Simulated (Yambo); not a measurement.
Yambo run on RbIO3 (space group R3m, No. 160). The wavefunctions are PBEsol (pw.x of Quantum ESPRESSO, ONCV potentials, with spin-orbit coupling) ones on a 2×2×2 mesh (34 occupied bands); a = 4.5193 Å, b = 4.5193 Å, c = 4.5193 Å, α = 89.72°, β = 89.72°, γ = 89.72°.

Yambo input:

```
gw0
dyson
el_el_corr
HF_and_locXC
ppa
em1d
EXXRLvcs= 84 Ry
VXCRLvcs= 336 Ry
Chimod= "HARTREE"
% BndsRnXp
 1 | 268 |
%
NGsBlkXp= 7 Ry
% LongDrXp
 1.0 | 1.0 | 1.0 |
%
PPAPntXp= 27.2114 eV
% GbndRnge
 1 | 268 |
%
GTermKind= "BG"
DysSolver= "n"
ExtendOut
% QPkrange
 4 | 4 | 34 | 35 |
%
```

k points by index: 4 = Z.

The o-*.qp file then holds:

```
#    K-point    Band    Eo [eV]    E [eV]    E-Eo [eV]    Vxc [eV]    Vnlxc [eV]    Sc|Eo [eV]    Sc|E [eV]    dSc/dw|Eo [eV]    Re(Z)    Im(Z)
#
    4    34    0.000000    -0.545248    -0.545248    -16.99985    -20.41242    2.730369    2.867320    -6.833524    0.799277    -0.001247
    4    35    2.593773    3.741774    1.148001    -13.98116    -9.947297    -2.632312    -2.885864    -6.009593    0.819101    -0.001150
```
(The two width columns are left out.) Convergence of these settings isn't established.

Geometry of the Materials Project entry, not relaxed at this level.

The structure is a Materials Project entry; no match was found in the copy of COD used, and its stability was not checked.
